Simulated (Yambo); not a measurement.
## Excitons in AlBO$_{3}$

```xyz
10
Lattice="2.2527 1.3006 4.6343 -2.2527 1.3006 4.6343 0.0000 -2.6012 4.6343" Properties=species:S:1:pos:R:3 pbc="T T T"
B      0.0000     0.0000    10.4272
B      0.0000     0.0000     3.4757
O      0.6936     1.3998     5.7929
O     -0.6936    -1.3998     8.1100
O     -1.5591    -0.0992     5.7929
O      1.5591     0.0992     8.1100
O      0.8655    -1.3006     5.7929
O     -0.8655     1.3006     8.1100
Al     0.0000     0.0000     6.9515
Al     0.0000     0.0000     0.0000
```

The geometry is that of Materials Project entry mp-8110, symmetrised and not relaxed again.

BSE in Yambo on PBEsol (pw.x of Quantum ESPRESSO, ONCV potentials, without SOC) bands: 6×6×6 mesh, 11 valence and 3 conduction bands, static screening with 53 bands and a 3 Ry block, scissor 2.63 eV, Tamm-Dancoff; field along x.

```tsv
state	energy (eV)	states within 2 meV	relative strength	class	main transitions
1	7.42	2	< 0.01	dark	several band pairs
2	7.68	1	< 0.01	dark	several band pairs
3	7.89	1	< 0.01	dark	several band pairs
4	7.92	2	0.15	strong	several band pairs
5	8.09	2	< 0.01	dark	several band pairs
6	8.11	2	1.00	strong	several band pairs
7	8.20	2	0.01	weak	VB → CB (70 %)
8	8.23	2	0.13	strong	several band pairs
9	8.25	2	< 0.01	dark	several band pairs
10	8.28	2	0.16	strong	several band pairs
```

These are vertical excitations (zero momentum); the indirect quasiparticle gap, about 8.35 eV, is smaller than the direct one (8.57 eV on the GW mesh). The direct quasiparticle gap on this mesh is 8.48 eV; counted from there, state 1 is bound by 1.07 eV. On a 4×4×4 mesh the same difference is 1.16 eV.

Spin singlets only. Strengths are relative to the strongest of the lowest states of this run; strong means a line over 3 % of the spectrum's maximum, dark under 0.03 %. Absolute energies carry the error of the G0W0 scissor, whose convergence isn't established; the long-wavelength screening was taken along (1,1,1) although the crystal is anisotropic.
